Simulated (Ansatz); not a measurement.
Sb: stiffness from a series of strains

```xyz
2
Lattice="3.3690 0.0000 0.0000 -1.6845 2.9176 0.0000 0.0000 0.0000 5.3300" Properties=species:S:1:pos:R:3 pbc="T T T"
Sb    0.0000    1.9451    1.3325
Sb    1.6845    0.9725    3.9975
```

Atom numbers follow the list: Sb1, Sb2.

The cell is COD entry 1539203, as deposited and not checked against the literature; nothing was relaxed.

No spin–orbit coupling, which matters for the heavy atoms here.

Computed with DFT, LDA, all-electron LAPW, scalar-relativistic (Ansatz 0.2.0).

Sampling and basis: a Γ-centred 12×12×7 k mesh, Fermi–Dirac smearing of 0.03 eV, basis error target 0.5 meV/atom, no spin polarisation.

The strain is applied along the Cartesian axes of the cell as listed (the other components stay zero). Fractional coordinates are held (clamped ions).

σ is the change of stress from the unstrained cell, which is at -1.34 GPa; tension is positive, so slopes are stress–strain coefficients at that pressure. In a metal the k mesh adds noise.

Only quantities that a quadratic follows smoothly over the whole series are listed; rougher ones are left out.

```
εxx = εyy  σzz (GPa)  σxx (GPa)
  -0.0200      -3.19      -2.71
  -0.0100      -1.40      -1.39
   0.0000       0.00       0.00
   0.0200       1.69       2.77
```

(1) Fit the series and read off the stiffness at zero strain.

(2) One run, at εxx = εyy = 0.0100, is withheld. Predict its row.

## Answers

(1) Least-squares fits y = p0 + p1 x + p2 x² to the rows give σzz (GPa): p1 = 122, p2 = -1900; σxx (GPa): p1 = 137, p2 = 100. So C13 + C23 = 122 GPa and C11 + C12 = 137 GPa, for these axes.

(2) The fits give 1.03, 1.37; the run gave 0.96, 1.43.
